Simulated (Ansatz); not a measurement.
Crystals of one structure type (fcc (Cu type)), relaxed and computed with plane-wave PAW PBE+D3(BJ) (Ansatz code).

```tsv
crystal	a (Å)	spin order and moments (μB)
Al	3.982	not spin-polarised
Ca	5.435	not spin-polarised
Ni	3.478	ferromagnetic; net 0.63 per atom; largest site about 0.7
Cu	3.563	not spin-polarised
Sr	5.929	not spin-polarised
Rh	___	not spin-polarised
Ir	3.841	not spin-polarised
Pb	4.959	not spin-polarised
```

Question: What belongs in the gaps?

Answer: 
- Rh, a (Å): 3.793

Spin orders computed, not proven ground states: Ni, fcc (Cu type) ferromagnetic. All cells were relaxed under the symmetry of their starts (and spin orders); stability against distortions was not tested throughout. Rows with no word on spin ran without spin polarisation. Spin–orbit coupling is left out wherever it is not named.

Potentials: the later of the program's two PAW sets.
